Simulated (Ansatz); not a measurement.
**TiSbO₃: reading a single point**

```xyz
10
Lattice="1.9333 -4.5183 0.0000 1.9333 -1.8456 -4.1242 4.3133 4.5183 0.0000" Properties=species:S:1:pos:R:3 pbc="T T T"
Ti    2.9149   -4.0983   -2.6560
Ti    5.2650    2.2528   -1.4682
Sb    4.3279   -0.8210   -3.4602
Sb    3.8520   -1.0246   -0.6640
O     5.7854   -1.8277   -3.1757
O     3.2914    2.1834   -0.3712
O     4.6061    0.1533   -1.9796
O     2.3945   -0.0178   -0.9486
O     4.8884   -4.0290   -3.7530
O     3.5738   -1.9989   -2.1446
```

The numbers come from plane-wave PAW DFT (Ansatz): PBEsol, no spin polarisation, 420 eV, 6×6×6 Γ-centred k points, fermi-dirac occupations (width 0.1 eV). Nothing was relaxed.

Problem. Describe some of the short contacts.

Solution. Sb–O at 1.79 Å: least valence density 1.18 e/Å³ and ELF 0.31 there. Ti–O at 2.26 Å: least valence density 0.30 e/Å³ and ELF 0.09 there. These are pseudo-fields; inside the PAW spheres they differ from the all-electron ones.

Problem. Is there a gap?

Solution. It is a metal, with about 7 states/eV a cell as the mean within 0.25 eV of the Fermi level, mostly Ti d (82 %).

Problem. Where is the largest force?

Solution. The largest is on O5 (and as large on other atoms): 7.11 eV/Å, components (6.47, -1.29, 2.65). It makes 154° with the line to a nearest neighbour, Sb3 at 1.79 Å, pointing away from it.

Problem. What does the stress say?

Solution. The pressure is 46.4 GPa (compression positive), so with the atoms held at these fractions the cell would first expand; the forces are large, so a full relaxation may end otherwise. The principal stresses 38.6, 50.3, 50.3 GPa differ, so its shape would change too.

Problem. Give the Bader charges.

Solution. Bader charges in e: Ti +0.94, Sb +3.05, O -1.33. In the mean Sb gives up most and O takes most.

Origin: a known structure type with other elements, at an estimated volume, so it need not be a known compound. Caveats: many states at the Fermi level without spin polarisation, so a magnetic state may lie lower; correlation that this level lacks may open a gap in such a compound; atoms or cell far from equilibrium.
